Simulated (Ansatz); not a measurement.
**Computed properties of InSb**

InSb:
```yaml
crystal:
  lattice:
    - [8.09006, 0.00000, 0.00000]
    - [0.00000, 8.09006, 0.00000]
    - [0.00000, 0.00000, 8.09006]
  atoms:
    - { symbol: In, position: [0.25000, 0.00000, 0.50000] }
    - { symbol: In, position: [0.50000, 0.25000, 0.00000] }
    - { symbol: In, position: [0.50000, 0.75000, 0.00000] }
    - { symbol: In, position: [0.75000, 0.00000, 0.50000] }
    - { symbol: In, position: [0.00000, 0.50000, 0.75000] }
    - { symbol: In, position: [0.00000, 0.50000, 0.25000] }
    - { symbol: Sb, position: [0.25000, 0.50000, 0.00000] }
    - { symbol: Sb, position: [0.00000, 0.25000, 0.50000] }
    - { symbol: Sb, position: [0.00000, 0.75000, 0.50000] }
    - { symbol: Sb, position: [0.75000, 0.50000, 0.00000] }
    - { symbol: Sb, position: [0.50000, 0.00000, 0.75000] }
    - { symbol: Sb, position: [0.50000, 0.00000, 0.25000] }
```

Space group Pm-3n (No. 223); conventional cell a = 8.090 Å, b = 8.090 Å, c = 8.090 Å, α = 90.00°, β = 90.00°, γ = 90.00°.

Method: DFT-r²SCAN in the program Ansatz with PAW potentials. Geometry: relaxed at this level of theory. Other levels are named where they apply.

**Cell and energy**

- Volume per atom: 44.12 Å³
- Density: 4.45 g/cm³
- Formation energy from the elements (no fitted shifts): -0.085 eV/atom

**Electronic structure**

Electronic character: no gap, with almost no states at the Fermi level (zero-gap or semimetallic)
Density of states at the Fermi level: 0.01 states/eV per atom (mean over ±0.08 eV)
Gap with spin–orbit coupling: none (metallic)

**Mechanics**

- Bulk modulus (Birch–Murnaghan fit): 328 kbar
- Pressure derivative B′: 4.8

**Charges**

Bader charges: In +0.54, Sb -0.54 e

The start of the workflow was typed in or built on a structure type; neither database checked (COD, Materials Project) lists it. It is not the phase usual at ambient conditions (space group No. 216). The cell was relaxed with r²SCAN under the symmetry of its start; its stability against distortions is not shown here. The volume moved by 32 % from the start of the relaxation. The references are the lowest solids computed at this level, not always the standard phases. Spin–orbit coupling is left out wherever it is not named.

Potentials: the earlier of the program's two PAW sets. The files were generated under PBE; for other functionals the program regenerates the frozen cores, and for LDA and PBEsol the local potential too.
